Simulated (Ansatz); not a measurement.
MgS (wurtzite, P6_3mc), the program Ansatz at the PBE level (PAW), all energies at zero smearing, with the estimated change up to a 700 eV cutoff added, with one set of potentials and settings (totals compare only within such a set). Cell of 4 atoms (2 Mg, 2 S): -5657.478 eV.

```
element                reference phase  E (eV/atom)
-------  -----------------------------  -----------
Mg       P6_3/mmc, 2 atoms in the cell   -1923.8026
S           Fddd, 32 atoms in the cell    -902.0599
```

Formation energy per atom, worked out: (-5657.478 − 2×(-1923.8026) − 2×(-902.0599))/4 = -1.438 eV/atom (-139 kJ per mol of atoms), at 0 K, without zero-point energy or fitted corrections.

The first step of the workflow began from a Materials Project structure, measured or hypothetical; the Crystallography Open Database copy checked does not list it. COD files the formula under space group No. 225, so this cell is another polymorph or a model. Whether it is the stable phase at ambient conditions was not checked. The cell was relaxed with PBE under the symmetry of its start; its stability against distortions is not shown here. The references are the lowest solids computed at this level, not always the standard phases.

Potentials: the later of the program's two PAW sets.
